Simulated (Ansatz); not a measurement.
LiF:
```
CELL_PARAMETERS angstrom
      0.00000     1.99512     1.99512
      1.99512     0.00000     1.99512
      1.99512     1.99512     0.00000
ATOMIC_POSITIONS crystal
  Li 0.00000 0.00000 0.00000
  F  0.50000 0.50000 0.50000
```

Relaxed with r²SCAN. Special points in fractions of this cell's reciprocal vectors: Γ (0.000, 0.000, 0.000); X (0.500, 0.000, 0.500); U (0.625, 0.250, 0.625); K (0.375, 0.375, 0.750); L (0.500, 0.500, 0.500); W (0.500, 0.250, 0.750).

**Question.** List the band energies nearest the valence-band maximum at these points for r²SCAN (plane waves, PAW; program Ansatz).

**Answer.** In eV from the valence-band maximum; about four levels below and three above (degenerate sets whole), none deeper than 8.9 eV; … stands for higher levels left out; points with the same levels are listed once.

| k | below | above |
|---|---|---|
| Γ | 0.00 0.00 0.00 | 10.33 … |
| X | -3.11 -1.04 -1.04 | 16.31 … |
| U | -2.58 -1.62 -0.77 | 15.85 … |
| L | -2.61 -0.25 -0.25 | 12.01 … |
| W | -2.15 -2.15 -0.84 | … |

Space group Fm-3m (rock salt). Symmetry was held in the r²SCAN relaxation; phonons on a q-mesh show no instability.

Potentials: the later of the program's two PAW sets.
